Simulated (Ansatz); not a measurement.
Recipe of this trial structure of Ge₃Pt: random cell by space group and Wyckoff sites (P4_2/nmc, No. 137). Its size is a rough estimate.

Space group P4_2/nmc:1 (No. 137). a = 5.110 Å, b = 5.110 Å, c = 5.581 Å, α = 90.00°, β = 90.00°, γ = 90.00°
```csv
atom,site,symmetry,x,y,z
Ge,4d,2mm.,0.0000,0.5000,0.7084
Ge,2a,-4m2,0.0000,0.0000,0.0000
Pt,2b,-4m2,0.0000,0.0000,0.5000
```

The calculation used DFT PBE, scalar-relativistic, plane waves, PAW (Ansatz). Cutoff 420 eV, Gaussian smearing, Γ-centred meshes. Cell and atoms relax first on a coarse mesh and then on a finer one. In between, the cell is made exact in the group found at 0.06 Å. In metals the finer mesh still leaves noise of several meV/atom or more. The steps can't lower the symmetry of their start. No spin polarisation.

A guess keeps its type if space group and coordination stay and the shape of the cell changes little (axis ratios within about 15 %, angles within 6°); the volume may change.

Question: Will the relaxed cell still be of the starting type?

Answer: It doesn't keep its type. The symmetry goes from P4_2/nmc (No. 137) to Im-3m (No. 229), and the primitive cell from 8 to 4 atoms. The volume per atom grows by 1.3 %, from 18.2 to 18.5 Å³. The shortest distance goes from 2.79 Å (Ge–Pt and Ge–Ge) to 2.64 Å (Ge–Pt and Ge–Ge). Counting neighbours within 15 % of an atom's shortest distance, the start has Ge 10, Pt 10 and the end Ge 6, Pt 6. In detail, at the end around Ge lie 2 Pt at 2.64 Å and 4 Ge at 2.64 Å; Pt has 6 Ge at 2.64 Å.

```cif
data_structure
_symmetry_space_group_name_H-M 'P 1'
_symmetry_Int_Tables_number 1
_cell_length_a 4.5771
_cell_length_b 4.5771
_cell_length_c 4.5771
_cell_angle_alpha 109.471
_cell_angle_beta 109.471
_cell_angle_gamma 109.471
_cell_volume 73.82
loop_
_atom_site_label
_atom_site_type_symbol
_atom_site_fract_x
_atom_site_fract_y
_atom_site_fract_z
_atom_site_occupancy
Ge1 Ge 0.50000 0.00000 0.50000 1
Ge2 Ge 0.00000 0.50000 0.50000 1
Ge3 Ge 0.50000 0.50000 0.00000 1
Pt1 Pt 0.00000 0.00000 0.00000 1
```

The zero of energy is the elements' standard structures at the same level; no fitted shifts are applied.

Question: At what energy does it end?

Answer: +0.02 eV/atom. The formation energy is too near zero to say whether this cell lies below the elements.

The last run used an 8×8×8 mesh for its 8-atom cell and Gaussian smearing of 0.10 eV. The k mesh leaves some 4 meV/atom of noise in the energy of each metallic cell. Spin–orbit coupling, which can matter for Pt, is left out. Symmetry constrained the relaxation, so the result can be a saddle point. Another cell of Ge3Pt relaxed alike, in R-3m, lies 57 meV/atom lower, so this cell isn't the stable form at this level.
